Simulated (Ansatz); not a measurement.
NaLiZnS₂ in space group P3m1 (No. 156; Pearson symbol hP5), the program Ansatz at the PBE level (PAW), all energies at zero smearing, with the estimated change up to a 700 eV cutoff added, with one set of potentials and settings (totals compare only within such a set). Cell of 5 atoms (1 Na, 1 Li, 1 Zn, 2 S): -6819.693 eV.

| element | reference phase | E (eV/atom) |
|---|---|---|
| Na | P6_3/mmc, 2 atoms in the cell | -1486.4171 |
| Li | Fm-3m, 1 atoms in the cell | -204.6902 |
| Zn | C2/m, 3 atoms in the cell | -3319.0295 |
| S | Fddd, 32 atoms in the cell | -902.0599 |

Formation energy per atom, worked out: (-6819.693 − 1×(-1486.4171) − 1×(-204.6902) − 1×(-3319.0295) − 2×(-902.0599))/5 = -1.087 eV/atom (-105 kJ per mol of atoms), at 0 K, without zero-point energy or fitted corrections.

The workflow started from a Materials Project entry (that database holds measured and hypothetical structures alike); the Crystallography Open Database copy checked does not list it. Its standing as an ambient phase is unchecked. Symmetry was held in the PBE relaxation; whether a distortion lowers the energy is not shown. The references are the lowest solids computed at this level, not always the standard phases.

Potentials: the later of the program's two PAW sets.
